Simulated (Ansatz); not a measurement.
BaGe in space group Cmcm (No. 63; Ba on 4c, Ge on 4c), DFT-PBE in the program Ansatz with PAW potentials, all energies at zero smearing, with the estimated change up to a 700 eV cutoff added, with one set of potentials and settings (totals compare only within such a set). Cell of 4 atoms (2 Ba, 2 Ge): -20491.518 eV.

| element | reference phase | E (eV/atom) |
|---|---|---|
| Ba | Im-3m, 1 atoms in the cell | -5949.5401 |
| Ge | Fd-3m, 2 atoms in the cell | -4294.9847 |

Formation energy per atom, worked out: (-20491.518 − 2×(-5949.5401) − 2×(-4294.9847))/4 = -0.617 eV/atom (-60 kJ per mol of atoms), at 0 K, without zero-point energy or fitted corrections.

The workflow started from an entry of the Crystallography Open Database (COD). Its standing as an ambient phase is unchecked. Symmetry was held in the PBE relaxation; whether a distortion lowers the energy is not shown. The references are the lowest solids computed at this level, not always the standard phases. Spin–orbit coupling is left out wherever it is not named.

Potentials: the later of the program's two PAW sets.
